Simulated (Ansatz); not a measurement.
ZrO2 (fluorite)

```yaml
crystal:
  lattice:
    - [0.00000, 2.54467, 2.54467]
    - [2.54467, 0.00000, 2.54467]
    - [2.54467, 2.54467, 0.00000]
  atoms:
    - { symbol: Zr, position: [0.00000, 0.00000, 0.00000] }
    - { symbol: O, position: [0.25000, 0.25000, 0.25000] }
    - { symbol: O, position: [0.75000, 0.75000, 0.75000] }
```

The slice is a {100} plane (indices of the conventional cell) through the point (0.750, 0.750, 0.750) (fractional), spanned by u = [100] and v = [0 1 -1] in vectors of this cell: u (3.60 Å) and v (3.60 Å, at 90° to u). It covers one period; positions are fractions (u, v).

Method: r2SCAN (plane waves to 500 eV, PAW, scalar-relativistic; Ansatz, a program for electronic structure). k mesh 11×11×11. These are valence fields of a PAW run, semicore shells included where kept as valence: close to a nucleus they are smooth pseudo fields. This is a high-temperature form of ZrO2. ZrO2 is run without spin polarisation. ZrO2 was relaxed with its symmetry unable to fall.

Problem. Predict the map of the valence electron density on the slice.

Solution. 
```tsv
v \ u	0.00	0.12	0.25	0.38	0.50	0.62	0.75	0.88
0.92	0.8	0.4	-0.4	-0.9	-0.9	-0.9	-0.4	0.4
0.83	0.3	0.0	-0.6	-0.8	-0.7	-0.8	-0.6	0.0
0.75	-0.3	-0.5	-0.7	-0.5	-0.3	-0.5	-0.7	-0.5
0.67	-0.7	-0.8	-0.6	0.0	0.3	0.0	-0.6	-0.8
0.58	-0.9	-0.9	-0.4	0.4	0.8	0.4	-0.4	-0.9
0.50	-0.9	-0.8	-0.3	0.6	0.9	0.6	-0.3	-0.8
0.42	-0.9	-0.9	-0.4	0.4	0.8	0.4	-0.4	-0.9
0.33	-0.7	-0.8	-0.6	0.0	0.3	0.0	-0.6	-0.8
0.25	-0.3	-0.5	-0.7	-0.5	-0.3	-0.5	-0.7	-0.5
0.17	0.3	0.0	-0.6	-0.8	-0.7	-0.8	-0.6	0.0
0.08	0.8	0.4	-0.4	-0.9	-0.9	-0.9	-0.4	0.4
0.00	0.9	0.6	-0.3	-0.8	-0.9	-0.8	-0.3	0.6
```

Values: log₁₀ of the valence density in e/Å³. The scale is logarithmic, as a density can span decades between atoms and voids.
